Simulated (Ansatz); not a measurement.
# BeC₂ under pressure

Computed with Ansatz, DFT LDA, scalar-relativistic, plane waves, PAW. Plane waves to 420 eV; Γ-centred k mesh 12×12×12; fixed occupations. No spin polarisation. Phonons by linear response, acoustic sum rule imposed.

Relaxed structure:
```cif
data_structure
_symmetry_space_group_name_H-M 'I4/mmm'
_symmetry_Int_Tables_number 139
_cell_length_a 3.5514
_cell_length_b 3.5514
_cell_length_c 4.6418
_cell_angle_alpha 90.000
_cell_angle_beta 90.000
_cell_angle_gamma 90.000
_cell_volume 58.55
loop_
_atom_site_label
_atom_site_type_symbol
_atom_site_symmetry_multiplicity
_atom_site_Wyckoff_symbol
_atom_site_fract_x
_atom_site_fract_y
_atom_site_fract_z
_atom_site_occupancy
Be1 Be 2 a 0.00000 0.00000 0.00000 1
C1 C 4 e 0.00000 0.00000 0.63406 1
```

Its imaginary modes show that this cell, built by swapping an element in a database structure, isn't a minimum of the energy. The crystal is built of chains and no dispersion correction was added, so the binding between them is poorly described, and with it their spacing and whatever depends on it.

Q: The cell is relaxed again at 1 and 4 and 12 GPa. How do volume, gap and optical modes at Γ (cm⁻¹, counted from the lowest optical one; a degenerate one stands once) change?

A:
|  | 0 GPa | 1 GPa | 4 GPa | 12 GPa |
| --- | --- | --- | --- | --- |
| V/V0 | 1.000 | 0.977 | 0.924 | 0.836 |
| gap (eV) | 1.98 | 1.80 | 1.26 | 0.26 |
| ε∞, mean | 6.87 | 7.07 | 7.56 | 8.46 |
| mode 1 | 423i | 432i | 452i | 474i |
| mode 3 | 433 | 436 | 442 | 446 |
| mode 5 | 1084 | 1081 | 1075 | 1063 |
| mode 6 | 1974 | 1970 | 1961 | 1951 |